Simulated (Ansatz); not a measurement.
**Relaxing ytterbium (omega (AlB2-type))**

All numbers below come from DFT, r2SCAN, plane waves (500 eV) with PAW, scalar-relativistic (Ansatz 0.2.0). (PAW data from PBE, frozen cores regenerated.)

k-point mesh 6×6×8, Fermi-Dirac smearing 0.1 eV, no spin polarisation. Cell and atoms relax.

Starting structure:

```cif
data_structure
_symmetry_space_group_name_H-M 'P 1'
_symmetry_Int_Tables_number 1
_cell_length_a 6.1559
_cell_length_b 6.1559
_cell_length_c 3.7736
_cell_angle_alpha 90.000
_cell_angle_beta 90.000
_cell_angle_gamma 120.000
_cell_volume 123.84
loop_
_atom_site_label
_atom_site_type_symbol
_atom_site_fract_x
_atom_site_fract_y
_atom_site_fract_z
_atom_site_occupancy
Yb1 Yb 0.00000 0.00000 0.00000 1
Yb2 Yb 0.33333 0.66667 0.50000 1
Yb3 Yb 0.66667 0.33333 0.50000 1
```

What cell does the relaxation end in?

P6/mmm with a = 5.874 Å, c = 3.470 Å (c/a = 0.591); 34.56 Å³ per atom against 41.28 at the start (-16.3 %).

How much energy does the relaxation gain?

57.4 meV per atom.

Path of the relaxation (the plane waves are chosen anew near the end, which can shift the energy a little):

```json
{"step": "0", "E − E(final) (meV/atom)": "57.37", "V (Å³/atom)": "41.281", "P (GPa)": "-2.27", "max force (eV/Å)": "0.000"}
{"step": "1", "E − E(final) (meV/atom)": "23.50", "V (Å³/atom)": "38.628", "P (GPa)": "-1.59", "max force (eV/Å)": "0.000"}
{"step": "2", "E − E(final) (meV/atom)": "-0.24", "V (Å³/atom)": "34.771", "P (GPa)": "-0.09", "max force (eV/Å)": "0.000"}
{"step": "3", "E − E(final) (meV/atom)": "-0.31", "V (Å³/atom)": "34.562", "P (GPa)": "0.02", "max force (eV/Å)": "0.000"}
{"step": "4", "E − E(final) (meV/atom)": "0.00", "V (Å³/atom)": "34.562", "P (GPa)": "0.00", "max force (eV/Å)": "0.000"}
```
